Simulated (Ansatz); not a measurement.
Relaxed-ion elastic tensor of Rb2PtF6 in space group P-3m1 (No. 164; Rb on 2d, Pt on 1a, F on 6i) in GPa (Voigt order), DFT-LDA in the program Ansatz with PAW potentials; density 6.00 g/cm³, 14.77 Å³ per atom.

```
68.6  28.9  27.9   1.9   0.0   0.0
28.9  68.6  27.9  -1.9   0.0   0.0
27.9  27.9  53.5   0.0   0.0   0.0
 1.9  -1.9   0.0  18.4   0.0   0.0
 0.0   0.0   0.0   0.0  18.4   1.9
 0.0   0.0   0.0   0.0   1.9  19.9
```

Q: Is the crystal mechanically stable?

A: Yes: the smallest eigenvalue of C is 17.1 GPa.

Q: Work out the Voigt, Reuss and Hill averages.

A: K_V = 40.0, K_R = 39.4, K_H = 39.7; G_V = 18.4, G_R = 18.0, G_H = 18.2 GPa.

Q: Give Young's modulus, Poisson's ratio, Pugh's ratio and the universal anisotropy index.

A: E = 9KG/(3K + G) = 47.4 GPa; ν = 0.30; K/G = 2.18 (ductile by the Pugh limit of 1.75); A_U = 5G_V/G_R + K_V/K_R − 6 = 0.11.

Q: Estimate the sound speeds and the Debye temperature.

A: v_l = √((K + 4G/3)/ρ) = 3270 m/s, v_t = √(G/ρ) = 1740 m/s, mean 1950 m/s; Θ = (h/k)(3n/4πV)^(1/3) v_m = 236 K.

Q: Solve the Christoffel equation for the three sound speeds along x, y, z.

A: Eigenvalues of C_ijkl n_j n_l equal ρv². In km/s, slowest first: x 1.69, 1.88, 3.38; y 1.75, 1.82, 3.38; z 1.75, 1.75, 2.99.

Q: How much does each axis shrink under pressure?

A: Linear compressibilities β_i = Σ_j S_ij (j = 1 to 3): x 7.0, y 7.0, z 11 per TPa.

The first step of the workflow began from a Materials Project structure, measured or hypothetical; the Crystallography Open Database copy checked does not list it. Its standing as an ambient phase is unchecked. The cell was relaxed with LDA under the symmetry of its start; phonons on a q-mesh show no instability. The run is not spin-polarised. Scalar-relativistic: spin–orbit coupling is off unless named, which matters more the heavier the elements.

Potentials: the later of the program's two PAW sets.
